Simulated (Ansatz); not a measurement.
An Ansatz (a program for electronic structure) run. Input:

Ansatz 0.2 input:
```yaml
crystal:
  lattice:
    - [4.1297076188, 0.0, 0.0]
    - [0.0, 4.1297076188, 0.0]
    - [0.0, 0.0, 4.1297076188]
  atoms:
    - { symbol: La, position: [0.0, 0.0, 0.0] }
    - { symbol: B, position: [0.800354984, 0.5, 0.5] }
    - { symbol: B, position: [0.199645016, 0.5, 0.5] }
    - { symbol: B, position: [0.5, 0.800354984, 0.5] }
    - { symbol: B, position: [0.5, 0.199645016, 0.5] }
    - { symbol: B, position: [0.5, 0.5, 0.800354984] }
    - { symbol: B, position: [0.5, 0.5, 0.199645016] }
kpoints:
  mp_grid: { grid: [10, 10, 10] }
hamiltonian:
  xc: pbesol
  pseudopotentials: { azcp: { folder: ./paw }, kind: paw }
scf:
  occupations: { method: fermi_dirac, width: 0.1 }
phonons:
  method: dfpt
  response_accuracy: low
  eigenvectors: true
  rigid_motions: translations
```

Output (shortened):

```
Pseudopotential: La, paw, valence charge 11
Pseudopotential: B, paw, valence charge 3
Functional definition: PBEsol
Crystal: 7 atoms, lattice volume = 70.430 Å³
Basis set: ecut = 420 eV, 1357 PW (Γ), exchange–correlation on 60×60×60 points (8 copies of the dense FFT grid, shifted against one another)
Bands: 22, of which v1, the nominal top of the filled ones, is band 15 counted from 1 (14 counted from 0)
Symmetry: 48 space group operations
k-points: 216 of 1000 (irreducible under 4 space group operations, time reversal used)
SCF iter   1: F=—  HF=-7083.648868 eV  |F-HF|=—  |Δ(HF+E_count)|=         —  Δρ=7.12e-2  dr2=7.08e0  ethr=3.10e-3  ⟨swp⟩=5.3  Hψ=23727  notcnv=0
preconditioner: auto → Kerker (q_TF=auto, 2.353 Å⁻¹)
SCF iter   2: F=—  HF=-7082.236335 eV  |F-HF|=—  |Δ(HF+E_count)|=    1.41e0  Δρ=4.04e-2  dr2=2.50e0  ethr=3.10e-3  ⟨swp⟩=3.2  Hψ=10914  notcnv=0  defer=107
SCF iter   3: F=—  HF=-7081.449530 eV  |F-HF|=—  |Δ(HF+E_count)|=   7.87e-1  Δρ=5.97e-3  dr2=2.02e-2  ethr=3.10e-3  ⟨swp⟩=4.2  Hψ=11604  notcnv=0  defer=61
SCF iter   4: F=—  HF=-7081.450923 eV  |F-HF|=—  |Δ(HF+E_count)|=   1.39e-3  Δρ=2.84e-3  dr2=1.17e-2  ethr=6.95e-5  ⟨swp⟩=2.8  Hψ=11631  notcnv=0  defer=3
SCF iter   5: F=—  HF=-7081.448135 eV  |F-HF|=—  |Δ(HF+E_count)|=   2.79e-3  Δρ=1.01e-3  dr2=1.30e-3  ethr=4.03e-5  ⟨swp⟩=2.7  Hψ=8422  notcnv=0
SCF iter   6: F=—  HF=-7081.447912 eV  |F-HF|=—  |Δ(HF+E_count)|=   2.23e-4  Δρ=1.08e-4  dr2=8.32e-6  ethr=4.48e-6  ⟨swp⟩=2.9  Hψ=9404  notcnv=0
SCF iter   7: F=—  HF=-7081.447915 eV  |F-HF|=—  |Δ(HF+E_count)|=   3.27e-6  Δρ=2.35e-5  dr2=6.42e-7  ethr=2.87e-8  ⟨swp⟩=2.3  Hψ=7866  notcnv=0
SCF iter   8: F=—  HF=-7081.447915 eV  |F-HF|=—  |Δ(HF+E_count)|=   2.14e-9  Δρ=3.58e-6  dr2=1.84e-8  ethr=2.21e-9  ⟨swp⟩=2.7  Hψ=7697  notcnv=0
SCF iter  10: F=-7081.447915 eV  HF=-7081.447915 eV  |F-HF|=3.64e-12  |Δ(HF+E_count)|=  1.60e-10  Δρ=7.46e-8  dr2=4.16e-12  ethr=1.00e-12  ⟨swp⟩=6.0  Hψ=30259  notcnv=0
SCF 1 converged in 10 iterations: F = -7081.447915 eV  dr2 = 4.16e-12
DFPT response loops at Γ: preconditioner auto → Kerker (q_TF=auto, 2.353 Å⁻¹) (partly filled bands, converged f_vac=0.000) …
SCF converged after 10 iterations
Free energy (F): -7081.447915 eV
Harris-Foulkes:  -7081.447915 eV  (|F-HF|=3.64e-12)
Internal energy: -7081.417974 eV  (E = F + TS)
E sigma→0 (E₀):  -7081.432945 eV
Entropy (-TS):   -0.029941 eV (-4.277 meV/atom)
Fermi energy:    12.167633 eV
--- Per-component energies (eV) ---
  E_band       = 51.093344
  E_kinetic    = 490.665170
  E_local      = -344.406847  (includes V_loc(G=0)·N_el)
  E_nonlocal   = 137.826839
  E_hartree    = 119.605219
  E_xc         = -340.911127
  E_vxc        = -380.132006  (∫ρ·V_xc dr)
  E_paw        = -5780.798332  (= ΣΔE_a)
  E_vpaw       = -92.070248  (= ΣTr[D̂ρ^β])
  E_aug_tail   = 0.000038  (compensation charges beyond the density's cutoff)
  E_ewald      = -1363.656235
  E_core_change = 0.257302  (= ΣΔE_core)
  E_smearing   = -0.029941  (= −TS)
  E_closure    =  0.000000  (closes the sum)
  Σ components = -7081.447915   (vs F -7081.447915, Δ=0.00e0)
  [band-id]    e_kinetic+e_local+e_nonlocal+2·e_hartree+e_vxc+e_vpaw+e_augmentation_tail = 51.093384   (vs E_band 51.093344, Δ=3.96e-5)
--- Band table (eV; the first three rows and the last of 216) ---
  k-point 0: bands = ["-20.7190", "-4.4533", "-4.4533", "-4.4533", "-3.4014", "4.2230", "4.6792", "4.6792", "4.6792", "5.2515", "5.2515", "10.3427", "10.3427", "10.3427", "12.4078", "12.4078", "12.4078", "13.7394", "13.7394", "14.0776", "14.2671", "14.2671"]
  k-point 1: bands = ["-20.7164", "-4.5843", "-4.4448", "-4.4448", "-3.2672", "3.6484", "4.6711", "4.6711", "4.7420", "5.2934", "5.9144", "10.0444", "10.0444", "10.3757", "11.9088", "12.7467", "12.7467", "13.7680", "14.0071", "14.0900", "14.2790", "14.2790"]
  k-point 2: bands = ["-20.7095", "-4.8462", "-4.4222", "-4.4222", "-2.9889", "2.8525", "4.6471", "4.6471", "4.9309", "5.4108", "6.9352", "9.5232", "9.5232", "10.4661", "11.0867", "13.3049", "13.3049", "13.8029", "14.1312", "14.2305", "14.3148", "14.3148"]
  k-point 215: bands = ["-20.6403", "-4.7590", "-4.7590", "-4.7590", "-2.5589", "2.1605", "2.1605", "2.1605", "7.5073", "7.5073", "7.5073", "9.8343", "9.8343", "9.8343", "13.6958", "13.9997", "13.9997", "13.9997", "14.0173", "14.0173", "14.0173", "16.6839"]
--- Phonons (Γ-DFPT): 3 representative perturbations + reference, on 216 of 1000 k-points (Σ response iterations 8) ---
  ASR residual: 2.728e-5 → 0.000e0 eV/Å²; symmetrization residual: 8.558e-7 eV/Å²
  ASR residual per site (eV/Å²): 1.32e-5 2.73e-5 2.73e-5 2.73e-5 2.73e-5 2.73e-5 2.73e-5
  Γ frequencies (cm⁻¹): 0.00 0.00 0.00 186.07 186.07 186.07 519.23 519.23 519.23 563.10 563.10 563.10 703.82 703.82 703.82 857.87 857.87 857.87 1135.90 1135.90 1286.86
  non-analytic LO–TO correction: not included (Born effective charges unavailable; polar crystals: no LO–TO splitting at Γ)
```

Cost: about 90 core-seconds (a rough figure) on shared cores.

Space group Pm-3m. The cell was relaxed with PBEsol under the symmetry of its start. As this level gives no gap, phonon frequencies hold no LO–TO term and depend on the k-mesh and smearing (Fermi–Dirac, 0.1 eV here). Spin–orbit coupling is left out wherever it is not named.

Potentials: the earlier of the program's two PAW sets. The files were generated under PBE; for other functionals the program regenerates the frozen cores, and for LDA and PBEsol the local potential too.

Ansatz is a plane-wave DFT program.
